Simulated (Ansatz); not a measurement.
Input:

V$_{3}$Si:
```
V3Si
1.0
    4.70134     0.00000     0.00000
    0.00000     4.70134     0.00000
    0.00000     0.00000     4.70134
Si V
2 6
Direct
  0.00000   0.00000   0.00000
  0.50000   0.50000   0.50000
  0.25000   0.00000   0.50000
  0.50000   0.75000   0.00000
  0.75000   0.00000   0.50000
  0.50000   0.25000   0.00000
  0.00000   0.50000   0.75000
  0.00000   0.50000   0.25000
```
The run is spin-polarised; directions of the spins, atom by atom: 0 0 0 0 0 0 0 0.

This is the PBE-relaxed structure.

**Question.** All from PBE in the plane-wave PAW code Ansatz, unless another level is named. Estimate the electronic character.

**Answer.** metallic (no gap).

**Question.** Next, the density of states at the Fermi level?

**Answer.** 1.7 states/eV per atom (mean over ±0.08 eV).

**Question.** Next, the formation energy from the elements (no fitted shifts)?

**Answer.** -0.46 eV/atom.

Space group Pm-3n (A15 (Cr3Si type)). The cell was relaxed with PBE under the symmetry of its start. Magnetic state: ferromagnetic, the only order run, not a proven ground state. The references are the lowest solids computed at this level, not always the standard phases.

Potentials: the later of the program's two PAW sets.
